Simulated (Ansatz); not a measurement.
One crystal and one scan (scan of one atom of the cell) at two levels, r2SCAN (plane waves to 500 eV, PAW, scalar-relativistic; Ansatz, a first-principles code) and PBE (plane waves to 420 eV, PAW, scalar-relativistic; Ansatz), each from its own relaxed cell and on its own mesh. The cell shown is that of r2SCAN.

Relaxed TiN (rock salt):

```
TiN
1.0
    0.00000     4.23251     4.23251
    2.11625     0.00000     2.11625
    2.11625     2.11625     0.00000
N Ti
2 2
Cartesian
  0.00000   0.00000   0.00000
  0.00000   2.11625   2.11625
  2.11625   2.11625   2.11625
  2.11625   4.23251   4.23251
```

Scan: atom 4 (Ti, nearest neighbour N at 2.116 Å; its periodic images, 3.0 Å or more away, move with it) is displaced towards the nearest neighbour, direction (-1.000, 0.000, 0.000) in Cartesian axes, by s. The other atoms stay.

The energy includes the smearing's −TS. TiN is run without spin polarisation. TiN was relaxed with its symmetry unable to fall. (PBE) Left out: 2 of 11 points, with atoms too close for the PAW data. (r2SCAN) Left out: 2 of 11 points, with atoms too close for the PAW data. With partly filled bands, energies and forces of such displacements shift with the k mesh and the smearing. Percentages come from the unrounded values. Both scans cover s from -0.336 to 0.336 Å.

Results of r2SCAN:

| Quantity | Value |
|---|---|
| Lattice constant a (Å) | 4.233 |
| Energy at s = 0.336 Å (meV/cell) | 755 |
| Force along the line at s = -0.336 Å (eV/Å) | 5.629 |
| Force constant k = d²E/ds² at s = 0 (finite differences) (eV/Å²) | 9.46 |
| Symmetry of the curve | even: the same for both signs |
| Shape of the curve | a single well with its minimum at or next to zero displacement |

Question: What does PBE give for the same quantities?

Answer: 
| quantity | PBE | r2SCAN − PBE |
|---|---|---|
| Lattice constant a (Å) | 4.247 | -0.014 (-0.3 %) |
| Energy at s = 0.336 Å (meV/cell) | 714 | +41 (+5.9 %) |
| Force along the line at s = -0.336 Å (eV/Å) | 5.352 | +0.277 (+5.2 %) |
| Force constant k = d²E/ds² at s = 0 (finite differences) (eV/Å²) | 8.88 | +0.58 (+6.5 %) |

r2SCAN gives the higher value for: energy at s = 0.336 Å; force along the line at s = -0.336 Å; force constant k = d²E/ds² at s = 0. r2SCAN gives the lower value for: lattice constant a. Both give the same symmetry of the curve: even: the same for both signs.

(A displaced cell: forces are minus the slopes of the energy, force constants its curvatures, and phonons follow from these.)
